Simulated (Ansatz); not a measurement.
## TiO: axial (c/a) deformation path

The calculation used DFT r2SCAN, scalar-relativistic, plane waves, PAW in Ansatz. The runs took a 500 eV cutoff, a Γ-centred 12×12×12 mesh and Gaussian smearing (0.03 eV). No spin polarisation. Energies are free energies at this smearing, counted from the undisturbed cell; pressure is positive in compression.

The undisturbed cell (as given, not relaxed at this level; it stands at -39.6 GPa; this form isn't the usual structure):

```yaml
crystal:
  lattice:
    - [3.03100, 0.00000, 0.00000]
    - [-1.51550, 2.62492, 0.00000]
    - [0.00000, 0.00000, 3.23770]
  atoms:
    - { symbol: Ti, position: [0.66667, 0.33333, 0.00000] }
    - { symbol: O, position: [0.00000, 0.00000, 0.50000] }
```

At fixed volume and fractional coordinates, lengths along (0.000, 0.000, 1.000) are scaled against those across it; ρ is that ratio over its starting value. At -40 GPa the given cell is far from its own equilibrium, so these figures belong to a strongly strained crystal.

```csv
ρ,ΔE (meV/atom),pressure (GPa),gap on the mesh (eV)
0.800,88.3,-35.7,0.00
0.850,2.0,-37.8,0.00
0.920,-43.4,-39.3,0.00
0.960,-33.8,-39.6,0.00
1.000,0.0,-39.6,0.17
1.050,74.6,-39.4,0.21
1.100,182.9,-38.9,0.07
1.200,487.8,-36.9,0.00
1.300,888.1,-33.6,0.00
```